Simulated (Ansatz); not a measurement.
Starting cell, TiN (rock salt):

```
TiN
1.0
    0.00000     4.23251     4.23251
    2.11625     2.11625     4.23251
    2.11625     2.11625     0.00000
N Ti
2 2
Direct
  0.00000   0.00000   0.00000
  0.50000   0.00000   0.00000
  0.00000   0.50000   0.50000
  0.50000   0.50000   0.50000
```

A phonon eigenvector at X = (0.5, 0.5, 0.0) is frozen into this cell: atom i moves by Q times the vector below, so Q is the largest atomic displacement, in Å. The cell is held. It is one choice among 2 degenerate patterns. (q is in reciprocal vectors of the primitive cell; the cell shown is doubled to hold the pattern.)

```json
[
 {"atom": "N1", "x": "0.000", "y": "1.000", "z": "0.000"},
 {"atom": "N2", "x": "0.000", "y": "-1.000", "z": "0.000"},
 {"atom": "Ti3", "x": "0.000", "y": "0.143", "z": "0.000"},
 {"atom": "Ti4", "x": "0.000", "y": "-0.143", "z": "0.000"}
]
```

All values below come from r2SCAN (plane waves to 500 eV, PAW, scalar-relativistic; Ansatz, an electronic-structure program). k mesh 19×19×19 (Γ-centred), Fermi-Dirac smearing 0.05 eV. The energy includes the smearing's −TS. With partly filled bands, energies and forces of such displacements shift with the k mesh and the smearing. TiN is run without spin polarisation. TiN was relaxed with its symmetry unable to fall. The zero of ΔE is the undisplaced structure.

Task: Give the computed ΔE (meV/cell) at Q (Å) = -0.180, -0.150, -0.090, -0.030, 0.030, 0.090.

Result: 
```json
[
 {"Q (Å)": "-0.180", "ΔE (meV/cell)": "539"},
 {"Q (Å)": "-0.150", "ΔE (meV/cell)": "369"},
 {"Q (Å)": "-0.090", "ΔE (meV/cell)": "130"},
 {"Q (Å)": "-0.030", "ΔE (meV/cell)": "14"},
 {"Q (Å)": "0.030", "ΔE (meV/cell)": "14"},
 {"Q (Å)": "0.090", "ΔE (meV/cell)": "130"}
]
```

(For displaced atoms, the force is minus the slope of the energy, and its curvature is a force constant, which sets phonon frequencies.)
